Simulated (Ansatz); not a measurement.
CoSi$_{2}$ (fluorite type, space group Fm-3m)

```
CELL_PARAMETERS angstrom
      0.00000     2.67983     2.67983
      2.67983     0.00000     2.67983
      2.67983     2.67983     0.00000
ATOMIC_POSITIONS crystal
  Co 0.00000 0.00000 0.00000
  Si 0.25000 0.25000 0.25000
  Si 0.75000 0.75000 0.75000
```

The slice is a {110} plane (indices of the conventional cell) through the point (0.250, 0.250, 0.250) (fractional), spanned by u = [100] and v = [1 -1 -1] in vectors of this cell: u (3.79 Å) and v (5.36 Å, at 90° to u). It covers one period; positions are fractions (u, v).

All values below come from PBE (plane waves to 420 eV, PAW, scalar-relativistic; Ansatz, a quantum-chemistry and plane-wave program). k mesh 15×15×15. Inside the PAW spheres the values are not all-electron values, and peaks at nuclei hang on which shells count as valence. CoSi2 is run without spin polarisation. CoSi2 was relaxed with its symmetry unable to fall.

Question: What is the valence density on the shortest Co–Si line in this plane (2.32 Å), at its midpoint?

Answer: 0.49 e/Å³.

Question: Sketch the electrostatic potential energy of an electron, from the cell's mean on this plane as a map.

Answer: 
```
|xxxxxx -*#%%%%#*- xxxxx|
|xxxxxx =*%%@@%%*= xxxxx|
|xxxxxx.+#%@@@@%#+.xxxxx|
|xxxxx -*#%@@@@%#*- xxxx|
|xxxx -+#%@@@@@@%#+- xxx|
|   .-+#%@@@@@@@@%#+-.  |
|:--=*#%%@@@@@@@@%%#*=--|
|==++*#%@@@@@@@@@@%#*++=|
|:--=*#%%@@@@@@@@%%#*=--|
|   .-+#%@@@@@@@@%#+-.  |
|xxxx -+#%@@@@@@%#+- xxx|
|xxxxx -*#%@@@@%#*- xxxx|
|xxxxxx.+#%@@@@%#+.xxxxx|
|xxxxxx =*%%@@%%*= xxxxx|
|xxxxxx -*#%%%%#*- xxxxx|
|xxxxxxx:+######+:xxxxxx|
|xxxxxx :=++++++=: xxxxx|
|xxxxxx :--.  .--: xxxxx|
|xxxxxx . xxxxxx . xxxxx|
|xxxxx  xxxxxxxxxx  xxxx|
|xxxx   xxxxxxxxxx   xxx|
|   .:.xxxxxxxxxxxx::.  |
|:--==:xxxxxxxxxxxx:==--|
|===+=:xxxxxxxxxxxx:=+==|
|:--==:xxxxxxxxxxxx:==--|
|   .::xxxxxxxxxxxx.:.  |
|xxxx   xxxxxxxxxx   xxx|
|xxxxx  xxxxxxxxxx  xxxx|
|xxxxxx . xxxxxx . xxxxx|
|xxxxxx :--.  .--: xxxxx|
|xxxxxx :=++++++=: xxxxx|
|xxxxxxx:+######+:xxxxxx|
```
Scale: ten equal steps from 4.00 (start of ' ') to 12.47 (end of '@'), in the order ' .:-=+*#%@'. Values: electrostatic potential energy of an electron, from the cell's mean, in eV. The map has 23 points along u (one character each, u = 0 at the left) and 32 along v (v = 0 in the bottom row). Points within 1 Å of a nucleus are blanked (x), as the pseudised field means little there. Values under 4 eV are set to 4. The zero, the cell's mean, hangs on the PAW cores.
